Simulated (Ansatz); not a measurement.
Values for one crystal, relaxed and computed with r²SCAN in the plane-wave PAW code Ansatz; other levels are named.

- Volume per atom: 27.64 Å³
- Electronic character: metallic (no gap)
- Density of states at the Fermi level: 0.61 states/eV per atom (mean over ±0.08 eV)
- Formation energy from the elements (no fitted shifts): 2.5 kJ/mol of atoms

**Question.** Pick the material that matches.
(A) NiBi3, Pnma (Ni on 4c, Bi on 4c, Bi on 4c, Bi on 4c)
(B) Cs3Bi2, C2/c (Bi on 8f, Cs on 8f, Cs on 4e)
(C) NiBi, NiAs type
(D) LuPd, CsCl type

**Answer.** A, NiBi3, Pnma (Ni on 4c, Bi on 4c, Bi on 4c, Bi on 4c)

The first step of the workflow began from a Materials Project structure, measured or hypothetical; the Crystallography Open Database copy checked does not list it. Its standing as an ambient phase is unchecked. The r²SCAN relaxation kept the symmetry of its start; its stability against distortions is not shown here. The run is not spin-polarised. The references are the lowest solids computed at this level, not always the standard phases. Spin–orbit coupling is left out wherever it is not named.

Potentials: the later of the program's two PAW sets.
